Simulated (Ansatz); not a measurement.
Structure types of In compared at 0.33 GPa

Structure types of In are relaxed in primitive cells with their symmetry kept at 0.33 GPa, first on PAW files, then by LAPW. The enthalpy is E + pV at zero temperature, without zero-point motion. Only the types listed were tried, and differences under about 5 meV/atom are mesh noise. Not among the end structures: fcc, which may lie lower.

Level of theory: DFT with LDA, scalar-relativistic, in Ansatz 0.2.0; Fermi–Dirac smearing of 0.1 eV, no spin polarisation. LAPW: all electrons, basis error target 0.5 meV/atom; PAW: frozen-core files, cutoff 420 eV.

k meshes: bcc 15×15×15, hcp 14×14×7, simple hexagonal 14×14×13, sc 13×13×13, beta tin 14×14×14.

The PAW files were made under PBE.

**Question.** Which type is lowest in enthalpy, and by how much?

**Answer.** hcp, 6 meV/atom below bcc. The whole table:

```
      start type                   ends as          a, b, c (Å)  V (Å³/atom)  H − H(lowest), LAPW (meV/atom)  same, PAW
             bcc                bcc, Im-3m  3.667, 3.667, 3.667        24.66                             6.1        6.1
             hcp             hcp, P6_3/mmc  3.292, 3.292, 5.250        24.64                             0.0        0.0
simple hexagonal  simple hexagonal, P6/mmm  3.129, 3.129, 2.956        25.07                            25.8       25.7
              sc                 sc, Pm-3m  2.963, 2.963, 2.963        26.03                            74.9       74.9
        beta tin        beta tin, I4_1/amd  5.787, 5.787, 3.031        25.38                            44.2       44.2
```
